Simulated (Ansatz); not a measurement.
AlPd:
```cif
data_Al4Pd4
_chemical_formula_sum 'Al4 Pd4'
_space_group_name_H-M_alt 'P213'
_space_group_IT_number 198
_space_group_name_Hall 'P 2ac 2ab 3'
_cell_length_a 4.86590
_cell_length_b 4.86590
_cell_length_c 4.86590
_cell_angle_alpha 90.000
_cell_angle_beta 90.000
_cell_angle_gamma 90.000
loop_
_atom_site_label
_atom_site_type_symbol
_atom_site_symmetry_multiplicity
_atom_site_Wyckoff_symbol
_atom_site_fract_x
_atom_site_fract_y
_atom_site_fract_z
_atom_site_occupancy
Al1 Al 4 a 0.84457 0.84457 0.84457 1
Pd1 Pd 4 a 0.14788 0.14788 0.14788 1
```

Relaxed with r²SCAN.

### Question
Which orbitals make up the states near the Fermi level in plane-wave PAW r²SCAN (Ansatz code)?

### Answer
Within 0.5 eV of the Fermi level: Al 3p 51 %, Pd 4d 30 %, Al 3s 11 %, outside the projected shells 7 %. Projections are on Löwdin-orthogonalised atomic valence shells; empty p or d shells of many metals are not among them.

### Question
Tabulate the density of states.

### Answer
States/eV per cell of 8 atoms, in 0.25 eV bins, energy from the Fermi level.

```csv
E (eV),total,Pd 4d,Al 3p,Al 3s
-7.85,2.04,0.34,0.78,0.81
-7.60,2.36,0.51,0.80,0.94
-7.35,2.08,0.60,0.68,0.72
-7.10,2.31,0.83,0.81,0.57
-6.85,4.58,1.99,1.36,1.08
-6.60,3.93,2.15,0.86,0.83
-6.35,3.14,2.00,0.48,0.61
-6.10,2.42,1.62,0.30,0.44
-5.85,2.20,1.18,0.80,0.13
-5.60,7.86,5.03,2.24,0.36
-5.35,4.93,3.56,1.10,0.16
-5.10,8.68,6.78,1.55,0.17
-4.85,8.85,7.34,1.29,0.11
-4.60,14.61,12.89,1.41,0.15
-4.35,16.48,14.89,1.21,0.23
-4.10,6.49,5.67,0.65,0.10
-3.85,12.75,11.24,1.20,0.17
-3.60,11.79,10.52,1.02,0.13
-3.35,10.05,8.83,1.00,0.10
-3.10,13.94,12.59,0.98,0.23
-2.85,12.38,11.01,0.98,0.25
-2.60,10.55,9.10,1.06,0.23
-2.35,6.74,5.43,0.96,0.19
-2.10,4.58,3.57,0.71,0.19
-1.85,3.02,1.78,0.91,0.21
-1.60,2.67,1.24,1.13,0.18
-1.35,2.38,1.09,1.05,0.13
-1.10,2.87,1.32,1.24,0.17
-0.85,3.23,1.22,1.55,0.27
-0.60,3.30,1.11,1.62,0.34
-0.35,3.45,1.01,1.77,0.40
-0.10,2.52,0.66,1.35,0.29
0.15,1.09,0.34,0.56,0.12
0.40,0.76,0.28,0.35,0.10
0.65,1.01,0.33,0.50,0.12
0.90,1.51,0.44,0.82,0.16
1.15,2.26,0.59,1.31,0.20
1.40,2.41,0.58,1.43,0.19
1.65,1.49,0.33,0.86,0.16
1.90,1.28,0.27,0.72,0.16
2.15,1.32,0.27,0.69,0.22
2.40,1.76,0.36,0.72,0.49
2.65,1.65,0.33,0.66,0.49
2.90,2.34,0.41,1.09,0.52
3.15,2.46,0.38,1.11,0.57
3.40,4.11,0.55,1.67,1.11
3.65,2.40,0.29,0.99,0.60
3.90,3.29,0.35,1.36,0.74
4.15,3.98,0.37,1.55,0.83
4.40,4.12,0.35,1.67,0.81
4.65,2.81,0.21,1.11,0.53
```

Space group P2_13. The first step of the workflow began from a Materials Project structure, measured or hypothetical; the Crystallography Open Database copy checked does not list it. With Al and Pd taken as one species the cell has the higher symmetry Pa-3, so it may be an ordered model of a mixed-site phase. Its standing as an ambient phase is unchecked. The r²SCAN relaxation kept the symmetry of its start; its stability against distortions is not shown here. The run is not spin-polarised. Spin–orbit coupling is left out wherever it is not named.

Potentials: the earlier of the program's two PAW sets. The files were generated under PBE; for other functionals the program regenerates the frozen cores, and for LDA and PBEsol the local potential too.
